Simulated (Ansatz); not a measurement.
WC in space group P-6m2 (No. 187; W on 1a, C on 1f) is relaxed with DFT-PBEsol in the program Ansatz with PAW potentials. What lattice parameters of the conventional cell result?

a = 2.899 Å, c = 2.827 Å.

Is it a metal or does it have a gap at this level?

No gap at this level.

Symmetry was held in the PBEsol relaxation. No spin polarisation was allowed. Scalar-relativistic: spin–orbit coupling is off unless named, which matters more the heavier the elements.

Potentials: the earlier of the program's two PAW sets. The files were generated under PBE; for other functionals the program regenerates the frozen cores, and for LDA and PBEsol the local potential too.
